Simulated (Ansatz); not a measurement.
NiO:
```yaml
crystal:
  lattice:
    - [0.00000, 2.55282, 2.55282]
    - [2.55282, 0.00000, 2.55282]
    - [2.55282, 2.55282, 0.00000]
  atoms:
    - { symbol: Ni, position: [0.00000, 0.00000, 0.00000], spin: 1.0 }
    - { symbol: O, position: [0.25000, 0.25000, 0.25000] }
    - { symbol: Ni, position: [0.50000, 0.50000, 0.50000], spin: -1.0 }
    - { symbol: O, position: [0.75000, 0.75000, 0.75000] }
```

Relaxed with PBEsol. Special points in fractions of this cell's reciprocal vectors: Γ (0.000, 0.000, 0.000); X (0.500, 0.000, 0.500); U (0.625, 0.250, 0.625); K (0.375, 0.375, 0.750); L (0.500, 0.500, 0.500); W (0.500, 0.250, 0.750).

List the band energies nearest the Fermi level at these points for DFT-PBEsol in the program Ansatz with PAW potentials.

In eV from the Fermi level; about four levels below and three above (degenerate sets whole), none deeper than 8.9 eV; points with the same levels are listed once.

| k | below | above |
|---|---|---|
| Γ ↑ | -1.23 -1.23 -1.23 -0.33 -0.33 | 0.93 0.93 0.93 |
| X ↑ | -1.76 -1.76 -0.62 -0.51 -0.36 | 0.67 0.67 6.09 |
| U ↑ | -0.80 -0.56 -0.42 -0.17 | 0.70 6.59 8.05 |
| L ↑ | -1.53 -1.53 -0.75 -0.57 -0.57 | 0.40 0.40 6.14 |
| W ↑ | -0.54 -0.54 -0.51 -0.47 | 0.31 7.30 7.42 |

Space group Pm-3m (CsCl type). A made-up cell: these elements were put on the sites of a structure type; neither database checked (COD, Materials Project) lists it. It is not the phase usual at ambient conditions (space group No. 225). The cell was relaxed with PBEsol under the symmetry of its start, as lowered by the spin order; whether a distortion lowers the energy is not shown. The final state is antiferromagnetic, chosen from 3 collinear starts compared on coarse meshes (ties went to the first, and starts can fall back to one state), not a proven ground state. No Hubbard U is applied. The compound may be a true metal, but semilocal functionals without U, or a wrong spin order, can also close a gap. Point labels and valley counts follow the cell and symmetry of the run, lower than the named group.

Potentials: the later of the program's two PAW sets.
